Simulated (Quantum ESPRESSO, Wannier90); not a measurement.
**Wannierisation of LiH (rock salt)**

```xyz
2
Lattice="0.0000 2.0086 2.0086 2.0086 0.0000 2.0086 2.0086 2.0086 0.0000" Properties=species:S:1:pos:R:3 pbc="T T T"
Li     0.0000     0.0000     0.0000
H      2.0086     2.0086     2.0086
```

Cell from Materials Project (mp-23703), symmetrised, no further relaxation. COD (Crystallography Open Database) has an entry of this formula and space group (matched by these alone). Method: PBEsol plane waves in Quantum ESPRESSO 7.5 (PseudoDojo norm-conserving files, 60 Ry, no spin polarisation, no spin-orbit coupling), Bloch states on a 12×12×12 mesh through Γ, Wannier90 4.0.1. Density: 14×14×14 mesh, cold smearing 0.01 Ry.

Base run: 5 functions from bands 2-12 of the 12 computed, start hydrogen-like Li: s;p; H: s, centres 0.05 Å off the atoms, frozen window up to 4.26 eV relative to the valence-band maximum, outer window open. One setting was then changed (edges relative to the valence-band maximum; misfit to pw.x on a path, for states up to 3.8 eV relative to the valence-band maximum).

```json
[
 {"run": "base", "Ω_I (Å²)": "3.89", "rms misfit (meV)": "19", "worst (meV)": "130"},
 {"run": "changed", "Ω_I (Å²)": "6.43", "rms misfit (meV)": "2.0", "worst (meV)": "7.5"}
]
```

### Question
Which change was made?
A) outer window to 23.38 eV
B) frozen window to 6.26 eV
C) no frozen window
D) frozen window to 2.26 eV
E) frozen window to 8.26 eV

### Answer
A, outer window to 23.38 eV. The others give:

```json
[
 {"run": "frozen window to 6.26 eV", "Ω_I (Å²)": "4.52", "rms misfit (meV)": "3.9", "worst (meV)": "17"},
 {"run": "frozen window to 2.26 eV", "Ω_I (Å²)": "3.76", "rms misfit (meV)": "251", "worst (meV)": "1061"},
 {"run": "frozen window to 8.26 eV", "Ω_I (Å²)": "5.07", "rms misfit (meV)": "3.3", "worst (meV)": "12"},
 {"run": "no frozen window", "Ω_I (Å²)": "3.67", "rms misfit (meV)": "521", "worst (meV)": "1433"}
]
```
